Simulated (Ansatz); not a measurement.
AgI:
```yaml
crystal:
  lattice:
    - [-2.13268, 2.13268, 3.01499]
    - [2.13268, -2.13268, 3.01499]
    - [2.13268, 2.13268, -3.01499]
  atoms:
    - { symbol: Ag, position: [0.00000, 0.00000, 0.00000] }
    - { symbol: I, position: [0.50000, 0.50000, 0.00000] }
```

Relaxed with PBE+D3(BJ).

Which orbitals make up the states near the band edges in plane-wave PAW PBE+D3(BJ) (Ansatz code)?

Top 1 eV of the valence band: I 5p 69 %, Ag 4d 29 %. Bottom 1 eV of the conduction band: Ag 5s 79 %, I 5p 10 %, outside the projected shells 7 %. Projections are on Löwdin-orthogonalised atomic valence shells; empty p or d shells of many metals are not among them.

Tabulate the density of states.

States/eV per cell of 2 atoms, in 0.25 eV bins, energy from the valence-band maximum.

```csv
E (eV),total,Ag 4d,I 5p,Ag 5s
-7.90,0.00,0.00,0.00,0.00
-7.65,0.00,0.00,0.00,0.00
-7.40,0.00,0.00,0.00,0.00
-7.15,0.00,0.00,0.00,0.00
-6.90,0.00,0.00,0.00,0.00
-6.65,0.00,0.00,0.00,0.00
-6.40,0.00,0.00,0.00,0.00
-6.15,0.00,0.00,0.00,0.00
-5.90,0.00,0.00,0.00,0.00
-5.65,0.00,0.00,0.00,0.00
-5.40,0.09,0.01,0.05,0.02
-5.15,0.74,0.14,0.44,0.15
-4.90,2.04,0.51,1.16,0.34
-4.65,2.77,0.85,1.56,0.33
-4.40,3.07,1.45,1.48,0.11
-4.15,7.34,4.44,2.80,0.04
-3.90,4.34,2.92,1.36,0.03
-3.65,2.95,2.38,0.54,0.01
-3.40,2.49,2.37,0.11,0.00
-3.15,13.99,13.69,0.22,0.01
-2.90,2.79,2.25,0.38,0.13
-2.65,4.71,3.18,1.09,0.35
-2.40,2.07,0.98,0.90,0.13
-2.15,1.71,0.67,0.92,0.07
-1.90,1.88,0.66,1.10,0.08
-1.65,1.96,0.59,1.27,0.05
-1.40,1.95,0.52,1.33,0.04
-1.15,1.64,0.47,1.09,0.03
-0.90,1.51,0.43,1.02,0.02
-0.65,1.46,0.42,1.00,0.01
-0.40,1.38,0.39,0.96,0.01
-0.15,1.11,0.32,0.78,0.00
0.10,0.00,0.00,0.00,0.00
0.35,0.00,0.00,0.00,0.00
0.60,0.01,0.00,0.00,0.01
0.85,0.09,0.00,0.00,0.08
1.10,0.14,0.00,0.01,0.11
1.35,0.20,0.00,0.02,0.15
1.60,0.26,0.00,0.04,0.19
1.85,0.32,0.00,0.05,0.22
2.10,0.39,0.00,0.07,0.26
2.35,0.48,0.01,0.09,0.30
2.60,0.59,0.01,0.12,0.35
2.85,0.75,0.01,0.17,0.43
3.10,1.09,0.02,0.25,0.60
3.35,1.20,0.02,0.25,0.58
3.60,1.35,0.01,0.21,0.50
3.85,0.82,0.01,0.11,0.25
4.10,0.28,0.00,0.04,0.10
4.35,0.22,0.00,0.03,0.05
4.60,0.81,0.00,0.07,0.14
4.85,0.97,0.00,0.07,0.12
5.10,1.01,0.00,0.05,0.08
5.35,1.04,0.00,0.03,0.05
```

Space group Fm-3m (rock salt). This is a known high-pressure phase of the composition, computed here at zero pressure and temperature. The cell was relaxed with PBE+D3(BJ) under the symmetry of its start; whether a distortion lowers the energy is not shown. No spin polarisation was allowed. Scalar-relativistic: spin–orbit coupling is off unless named, which matters more the heavier the elements.

Potentials: the later of the program's two PAW sets.
